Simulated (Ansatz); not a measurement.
The calculation used DFT PBE, scalar-relativistic, plane waves, PAW, and for the lanthanide a 4f-in-core norm-conserving potential, in Ansatz. Settings: cutoffs of 690 to 770 eV as the potentials ask, Γ-centred meshes spaced at most about 0.3 Å⁻¹, and about 0.25 Å⁻¹ or finer for metals (2π included), Gaussian smearing. No spin polarisation in the final relaxations.

Each of these unrelaxed guesses is relaxed in cell and atoms within its symmetry. A guess keeps its type if space group and coordination stay and the shape of the cell changes little (axis ratios within about 15 %, angles within 6°); the volume may change.

1. ErAgC

```cif
data_structure
_symmetry_space_group_name_H-M 'P-6m2'
_symmetry_Int_Tables_number 187
_cell_length_a 3.7529
_cell_length_b 3.7529
_cell_length_c 3.8308
_cell_angle_alpha 90.000
_cell_angle_beta 90.000
_cell_angle_gamma 120.000
_cell_volume 46.73
loop_
_atom_site_label
_atom_site_type_symbol
_atom_site_symmetry_multiplicity
_atom_site_Wyckoff_symbol
_atom_site_fract_x
_atom_site_fract_y
_atom_site_fract_z
_atom_site_occupancy
Er1 Er 1 a 0.00000 0.00000 0.00000 1
Ag1 Ag 1 f 0.66667 0.33333 0.50000 1
C1 C 1 c 0.33333 0.66667 0.00000 1
```

2. Na4TmSb

```cif
data_structure
_symmetry_space_group_name_H-M 'P6/mmm'
_symmetry_Int_Tables_number 191
_cell_length_a 4.0338
_cell_length_b 4.0338
_cell_length_c 8.2001
_cell_angle_alpha 90.000
_cell_angle_beta 90.000
_cell_angle_gamma 120.000
_cell_volume 115.55
loop_
_atom_site_label
_atom_site_type_symbol
_atom_site_symmetry_multiplicity
_atom_site_Wyckoff_symbol
_atom_site_fract_x
_atom_site_fract_y
_atom_site_fract_z
_atom_site_occupancy
Na1 Na 4 h 0.33333 0.66667 0.75959 1
Tm1 Tm 1 b 0.00000 0.00000 0.50000 1
Sb1 Sb 1 a 0.00000 0.00000 0.00000 1
```

Question: Which guesses survive the relaxation?

Answer: Guess 1 keeps its type.

```json
{"guess": "1", "kept": "yes", "start group": "P-6m2", "end group": "P-6m2", "V start (Å³/atom)": "15.6", "V end": "19.0", "b/a and c/a, end over start": "1.00, 1.00", "nearest neighbours start": "Ag 12, C 3, Er 3", "nearest neighbours end": "Ag 12, C 3, Er 3"}
{"guess": "2", "kept": "no", "start group": "P6/mmm", "end group": "P6/mmm", "V start (Å³/atom)": "19.3", "V end": "28.6", "b/a and c/a, end over start": "1.00, 0.55", "nearest neighbours start": "Na 3, Sb 12, Tm 12", "nearest neighbours end": "Na 5, Sb 14, Tm 2"}
```

Neighbours count within 15 % of an atom's shortest distance; end groups are read at 0.02 Å (0.05 Å in metals).

Spin–orbit coupling, which can matter for Sb, is left out. Cells relaxed within their symmetry can be saddle points.

The lanthanide is trivalent by construction, without f bands, f moments or other valences.
